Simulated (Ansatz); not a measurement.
Cs2LiSbCl6 (Fm-3m), zone-centre modes

These are results of DFT PBEsol, scalar-relativistic, plane waves, PAW in Ansatz 0.2.0, not measurements. Settings: plane waves to 420 eV, k-mesh 4×4×4 (Γ-centred), Gaussian smearing 0.05 eV. No spin polarisation.

Zero of the scan (relaxed at this level; it needn't be the usual structure):

```
Cs Li Sb Cl
1.0
     0.00000    5.20462    5.20462
     5.20462    0.00000    5.20462
     5.20462    5.20462    0.00000
Cs Li Sb Cl
2 1 1 6
Direct
  0.75000 0.75000 0.75000
  0.25000 0.25000 0.25000
  0.50000 0.50000 0.50000
  0.00000 0.00000 0.00000
  0.74657 0.25343 0.25343
  0.25343 0.25343 0.74657
  0.25343 0.74657 0.74657
  0.25343 0.74657 0.25343
  0.74657 0.25343 0.74657
  0.74657 0.74657 0.25343
```

Harmonic modes by finite displacements of 0.02 Å, without the LO–TO term.

**Question.** At this geometry, is the structure stable against these modes?

**Answer.** Yes: no mode is imaginary beyond 10 cm⁻¹, and only the three translations lie near zero.

**Question.** List the wavenumbers in cm⁻¹.

**Answer.** 0, 0, 0, 36, 36, 36, 46, 46, 46, 55, 55, 55, 80, 80, 80, 101, 101, 101, 115, 115, 115, 131, 131, 131, 199, 199, 237, 237, 237, 269.

Cost: 1 run of about 2 core-minutes, on Arm Neoverse V1 (shared hosts).